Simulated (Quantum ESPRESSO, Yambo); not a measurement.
N (space group Pa-3, No. 205): one geometry, one set of norm-conserving PBEsol (Quantum ESPRESSO, 84 Ry, without SOC) orbitals, self-energies from Yambo (2×2×2 Γ-centred k mesh, 304 bands and a 8 Ry block in the screening, 304 bands in G with the Bruneval-Gonze terminator, plasmon pole fitted at 27.2 eV).

```csv
level,gap X → Γ (eV),direct gap at Γ (eV)
PBEsol (Quantum ESPRESSO),7.21,7.24
exchange only (Hartree-Fock self-energy on PBEsol orbitals),…,…
static COHSEX@PBEsol,…,…
"G0W0@PBEsol, plasmon pole",13.51,13.54
```

Some entries are withheld; supply them.


- exchange only (Hartree-Fock self-energy on PBEsol orbitals), gap X → Γ (eV): 19.41
- exchange only (Hartree-Fock self-energy on PBEsol orbitals), direct gap at Γ (eV): 19.45
- static COHSEX@PBEsol, gap X → Γ (eV): 15.20
- static COHSEX@PBEsol, direct gap at Γ (eV): 15.22

Bare exchange has no screening and gives the widest gap; static COHSEX screens it but leaves out the frequency dependence, which G0W0 restores.

Nearest settings tried, and what they do to the gap: 105 bands in W, 105 bands in G: +74 meV; 133 bands in W: +32 meV; 7 Ry block (389 vectors against 485): -15 meV. Not varied: mesh. So the settings aren't converged at that level. The k mesh is coarse.

Geometry of the Materials Project entry, not relaxed at this level; primitive cell a = b = c = 5.561 Å, α = β = γ = 90.00°.
